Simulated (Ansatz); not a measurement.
Bi:
```
CELL_PARAMETERS angstrom
      4.52007     0.00000     0.00000
      0.00000     4.52006     0.00000
     -0.00149     0.00000     6.49845
ATOMIC_POSITIONS crystal
  Bi 0.75015 0.75000 0.78127
  Bi 0.24985 0.25000 0.21873
  Bi 0.74986 0.75000 0.28127
  Bi 0.25014 0.25000 0.71873
```

Relaxed with PBEsol. Special points in fractions of this cell's reciprocal vectors: Γ (0.000, 0.000, 0.000); Z (0.000, 0.500, 0.000); D (0.000, 0.500, 0.500); B (0.000, 0.000, 0.500); A (-0.500, 0.000, 0.500); E (-0.500, 0.500, 0.500); C2 (-0.500, 0.500, 0.000); Y2 (-0.500, 0.000, 0.000).

Problem. List the band energies nearest the Fermi level at these points for plane-wave PAW PBEsol with spin–orbit coupling (Ansatz code).

Solution. In eV from the Fermi level; about four levels below and three above (degenerate sets whole), none deeper than 8.9 eV; … stands for higher levels left out; points with the same levels are listed once.

| k | below | above |
|---|---|---|
| Γ | -0.64 -0.64 -0.58 -0.58 | 1.31 1.31 2.68 2.68 |
| Z | -0.48 -0.48 -0.48 -0.48 | 0.36 0.36 0.36 0.36 |
| D | -1.69 -1.69 -1.69 -1.69 -1.69 -1.69 -1.69 -1.69 | 0.03 0.03 0.03 0.03 0.03 0.03 0.03 0.03 |
| B | -1.76 -1.76 -1.76 -1.76 | 2.01 2.01 2.01 2.01 |
| A | -1.69 -1.69 -1.69 -1.69 -1.68 -1.68 -1.68 -1.68 | 0.03 0.03 0.03 0.03 0.03 0.03 0.03 0.03 |
| E | -0.02 -0.02 -0.02 -0.02 -0.02 -0.02 -0.02 -0.02 | … |
| C2 | -2.61 -2.61 -2.61 -2.61 | 2.17 2.17 2.17 2.17 |
| Y2 | -0.48 -0.48 -0.48 -0.48 | 0.36 0.36 0.37 0.37 |

Space group P4/nmm. The workflow started from a Materials Project entry (that database holds measured and hypothetical structures alike); the Crystallography Open Database copy checked does not list it. It is not the phase usual at ambient conditions (space group No. 166). The PBEsol relaxation kept the symmetry of its start. At this level the phase is dynamically unstable (imaginary phonons). Point labels and valley counts follow the cell and symmetry of the run, lower than the named group.

Potentials: the later of the program's two PAW sets.
